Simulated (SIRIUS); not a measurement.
Band structure of Pt (Fm-3m, 1 atom in the cell; from Materials Project mp-126, lattice scaled a little).

```
CELL_PARAMETERS angstrom
      0.00000     1.95561     1.95561
      1.95561     0.00000     1.95561
      1.95561     1.95561     0.00000
ATOMIC_POSITIONS crystal
  Pt 0.00000 0.00000 0.00000
```

Level of theory: LDA (PW92), GBRV LDA ultrasoft pseudopotentials (plane waves; SIRIUS).

Settings: parameters.ngridk = 12 12 12; parameters.xc_functionals = [XC_LDA_X, XC_LDA_C_PW]; parameters.gk_cutoff = 6.325 1/bohr; parameters.pw_cutoff = 14.143 1/bohr; parameters.smearing = cold; parameters.smearing_width = 0.00183747 Ha; potentials = GBRV LDA ultrasoft pseudopotentials; parameters.electronic_structure_method = pseudopotential; parameters.num_bands = 12; parameters.num_mag_dims = 0; parameters.num_dft_iter = 100; parameters.energy_tol = 1e-07 Ha; parameters.density_tol = 1e-06; mixer.type = anderson.

Spin-orbit coupling is left out, which matters for bands and gaps with elements this heavy. The structure comes from a collection of computed structures, made at another level of theory; the collection holds predicted forms beside known ones. Its lattice was then scaled. No clean gap shows at this smearing width and mesh (spacing up to 0.23 Å⁻¹); the mesh is coarse for partly filled bands, so the values carry mesh errors.

Points are given in units of this cell's reciprocal vectors. Levels in eV from the Fermi level, bands 5 to 11:
```
point                     5      6      7      8      9     10     11
--------------------  -----  -----  -----  -----  -----  -----  -----
Γ (0 0 0)             -3.89  -3.89  -3.89  -1.67  -1.67  14.60  19.54
X (0.5 0 0.5)         -6.76   0.00   0.48   0.48   1.69   8.83  11.33
W (0.5 0.25 0.75)     -4.67  -4.67  -2.07   0.48   7.02   8.26   8.26
K (0.375 0.375 0.75)  -5.59  -2.95  -1.36  -0.20   5.64   6.72  10.14
L (0.5 0.5 0.5)       -3.95  -3.95  -0.58   0.03   0.03   5.80  14.17
U (0.625 0.25 0.625)  -5.59  -2.95  -1.36  -0.20   5.64   6.72  10.14
```

3 bands cross the Fermi level along this path, so the cell has no gap at this level.
